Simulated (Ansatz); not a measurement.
# Step by step: TlAu, relaxation of cell and atoms

Level of theory: DFT, PBEsol, PAW with Ansatz's default frozen-core files, scalar-relativistic in Ansatz 0.2.0.

Command: `ansatz run input.yaml --threads 1 --pin off --max-ram 2048MiB --backend cpu --events-out ev --progress --plain --runs-dir out` The run took 100 s on 1 thread of Intel(R) Xeon(R) Processor @ 2.50GHz (Skylake/Cascade Lake), on a shared host, peak memory 0.41 GiB.

```yaml
crystal:
  lattice:
    - [3.2595077147, 0.0, 0.0]
    - [0.0, 3.2595077147, 0.0]
    - [0.0, 0.0, 4.432930492]
  atoms:
    - { symbol: Au, position: [0.0, 0.0, 0.0] }
    - { symbol: Tl, position: [0.5, 0.5, 0.5] }
kpoints:
  mp_grid: { grid: [10, 10, 8] }
scf:
  occupations: { method: fermi_dirac, width: 0.05 }
hamiltonian:
  xc: pbesol
  pseudopotentials: { kind: paw }
output:
  forces: true
  stress: true
relax:
  f_tol: 0.005
  max_steps: 80
  cell: {}
```

No spin–orbit coupling, which matters for the heavy atoms here.

The cell is built from the L10 type as a first guess.

The cutoff is 420 eV; energies and pressures of the walk include the program's estimate of the Pulay term. The PAW files were made with PBE; their cores are remade for this functional.

Each frame lists the cell vectors (Å), then Cartesian positions (Å); symmetry keeps all forces zero. Free energies count from the first step, -24302.4716 eV.

The walk took 8 evaluations in all; steps that aren't listed are left out.

Step 1: E = 0.0 meV, P = -3.87 GPa

```
cell 3.2595 0.0000 0.0000 0.0000 3.2595 0.0000 0.0000 0.0000 4.4329
Au    0.0000    0.0000    0.0000
Tl    1.6298    1.6298    2.2165
```

Step 2: E = -63.7 meV, P = 0.34 GPa

```
cell 3.2119 0.0000 0.0000 0.0000 3.2119 0.0000 0.0000 0.0000 4.2169
Au    0.0000    0.0000    0.0000
Tl    1.6059    1.6059    2.1085
```

Step 3:

```
cell 3.2471 0.0000 0.0000 0.0000 3.2471 0.0000 0.0000 0.0000 4.1026
Au    0.0000    0.0000    0.0000
Tl    1.6235    1.6235    2.0513
```

Step 4: E = -104.1 meV, P = 0.58 GPa

```
cell 3.3495 0.0000 0.0000 0.0000 3.3495 0.0000 0.0000 0.0000 3.8834
Au    0.0000    0.0000    0.0000
Tl    1.6748    1.6748    1.9417
```

Step 5: E = -120.2 meV, P = 0.24 GPa

```
cell 3.4622 0.0000 0.0000 0.0000 3.4622 0.0000 0.0000 0.0000 3.6632
Au    0.0000    0.0000    0.0000
Tl    1.7311    1.7311    1.8316
```

Step 6: E = -120.3 meV, P = -0.06 GPa

```
cell 3.4598 0.0000 0.0000 0.0000 3.4598 0.0000 0.0000 0.0000 3.6843
Au    0.0000    0.0000    0.0000
Tl    1.7299    1.7299    1.8421
```

**Question.** Give the energy, pressure of step 3.

**Answer.** E = -78.7 meV, P = 0.74 GPa
```
Au    0.0000    0.0000    0.0000
Tl    1.6235    1.6235    2.0513
```

**Question.** How does the relaxation end?

**Answer.** It converges, with a = 3.461 Å, b = 3.461 Å, c = 3.678 Å, α = 90.00°, β = 90.00°, γ = 90.00° (conventional cell, space group P4/mmm). The last solve (on a basis chosen afresh for the final cell, so its energy is not quite comparable) gives E = -120.3 meV, P = -0.01 GPa:
```
cell 3.4611 0.0000 0.0000 0.0000 3.4611 0.0000 0.0000 0.0000 3.6783
Au    0.0000    0.0000    0.0000
Tl    1.7305    1.7305    1.8391
```
